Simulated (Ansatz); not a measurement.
The relaxed structure here is a generated cell of SnO: the first start was made by placing the elements on the sites of a structure type, and the end was not matched to a known phase here, so it may be hypothetical. Known forms of SnO include space group No. 129.

A relaxed cell of SnO (P6₃/mmc (No. 194)), relaxed on a k-mesh at least as fine as the one used below. Computed with PBE (plane waves to 420 eV, PAW, scalar-relativistic; Ansatz, a first-principles code). Γ-centred k-mesh 3×6×5 on the run's cell (coarser than for final values), Fermi–Dirac smearing 0.05 eV.

```yaml
crystal:
  lattice:
    - [8.34287, 0.00000, 0.00000]
    - [-2.08572, 3.61257, 0.00000]
    - [0.00000, 0.00000, 5.23788]
  atoms:
    - { symbol: Sn, position: [0.16667, 0.66667, 0.25000] }
    - { symbol: Sn, position: [0.66667, 0.66667, 0.25000] }
    - { symbol: Sn, position: [0.33333, 0.33333, 0.75000] }
    - { symbol: Sn, position: [0.83333, 0.33333, 0.75000] }
    - { symbol: O, position: [0.16667, 0.66667, 0.75000] }
    - { symbol: O, position: [0.66667, 0.66667, 0.75000] }
    - { symbol: O, position: [0.33333, 0.33333, 0.25000] }
    - { symbol: O, position: [0.83333, 0.33333, 0.25000] }
```

The atoms are displaced along an unstable phonon of this cell by (Å):

```
atom     ux     uy      uz
----  -----  -----  ------
Sn1   0.000  0.000  -0.010
Sn2   0.000  0.000   0.010
Sn3   0.000  0.000   0.010
Sn4   0.000  0.000  -0.010
O5    0.000  0.000   0.150
O6    0.000  0.000  -0.150
O7    0.000  0.000  -0.150
O8    0.000  0.000   0.150
```

Q: What forces (eV/Å) and pressure result?

A: 
```tsv
atom	Fx	Fy	Fz
Sn1	0.05	0.03	-0.31
Sn2	0.05	0.03	0.31
Sn3	-0.05	-0.03	0.31
Sn4	-0.05	-0.03	-0.31
O5	-0.02	-0.01	0.60
O6	-0.02	-0.01	-0.60
O7	0.02	0.01	-0.60
O8	0.02	0.01	0.60
```

Pressure -0.1 GPa.

Q: Estimate the energy cost of the displacement in the harmonic approximation and compare with the calculation.

A: For a harmonic well ΔE = −½ Σ F·u = -0.187 eV a cell, or -23 meV/atom. The calculated energy relative to the undisplaced cell is -24 meV/atom, so the harmonic estimate holds well.

The undisplaced cell is probably no minimum: from this displacement the run went on to Pnma (No. 62), 284 meV/atom below it.

No spin polarisation in the result.
